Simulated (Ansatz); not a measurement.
A generated cell, not matched to a known phase here, of Cs2Te2WF4: C2/m (No. 12), mS18; a = 11.786 Å, b = 7.034 Å, c = 6.891 Å, α = 90.00°, β = 93.22°, γ = 90.00°; Cs 4i (0.183, 0.500, 0.207); W 2a (0.000, 0.000, 0.000); Te 4i (0.092, 0.000, 0.364); F 8j (0.396, 0.301, 0.073). All values below come from PBEsol (plane waves to 420 eV, PAW, scalar-relativistic; Ansatz, a program for electronic structure). Element references, the lowest calculated here: Te (P3₁21), Cs (Im-3m), W (Im-3m), F (R-3m, a generated molecular cell); gases are represented by their molecular solids.

Total energies (eV/atom, σ → 0; comparable only within this code, potentials and settings):

```json
[
 {"phase": "Cs2Te2WF4 (C2/m)", "E (eV/atom)": "-4270.914"},
 {"phase": "Te (P3₁21)", "E (eV/atom)": "-6901.513"},
 {"phase": "Cs (Im-3m)", "E (eV/atom)": "-5585.796"},
 {"phase": "W (Im-3m)", "E (eV/atom)": "-10256.563"},
 {"phase": "F (R-3m)", "E (eV/atom)": "-797.657"}
]
```

What is the formation energy of this C2/m form of Cs2Te2WF4 from the elements?

E_f = -4270.914 − [2 × (-5585.796) + 2 × (-6901.513) + 1 × (-10256.563) + 4 × (-797.657)] / 9 = -1.82 eV/atom (-16.4 eV per formula unit).

A lower structure of this composition may exist.

Static energies, no anion corrections, no zero-point energy. Values are rounded to 0.01 eV/atom. Not shown to be the ambient phase of their composition (a lower form may be missing, and a cell relaxed within its start's symmetry can be a saddle point): Cs2Te2WF4 (C2/m). Spin-orbit coupling is missing from these energies, which matters for elements this heavy. The relaxed cell holds bonded Te–Te pairs (2.95 Å). The compounds carry no spin polarisation. No Hubbard U is applied.
